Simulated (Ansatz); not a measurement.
This cell of Nb (bcc, W type) is off equilibrium:

```
Nb
1.0
   -3.30961     3.30961     3.30961
    1.65480    -1.65480     1.65480
    1.65480     1.65480    -1.65480
Nb
2
Cartesian
  0.00000   0.00000   0.00000
 -1.72062   1.58899   1.58899
```

Level of theory: PBE (plane waves to 420 eV, PAW, scalar-relativistic; Ansatz, a program for electronic structure). k mesh 8×16×16 (Γ-centred), Fermi-Dirac smearing 0.05 eV. The energy includes the smearing's −TS. Compression counts positive. With partly filled bands, energies and forces of such displacements shift with the k mesh and the smearing. On this mesh the relaxed cell isn't quite at rest: it carries a pressure of -0.1 GPa (compression positive) at the zero of the scan. Nb is run without spin polarisation. Nb was relaxed with its symmetry unable to fall.

Question: What forces act on the atoms (eV/Å, Cartesian)?

Answer: 
```
atom      Fx      Fy      Fz
----  ------  ------  ------
Nb1   -0.333  -0.378  -0.378
Nb2    0.333   0.378   0.378
```

Question: In it atom 2 sits (-0.066, -0.066, -0.066) Å away from its relaxed site. What is its energy relative to the relaxed cell?

Answer: 35 meV/cell.

(A displaced cell: forces are minus the slopes of the energy, force constants its curvatures, and phonons follow from these.)
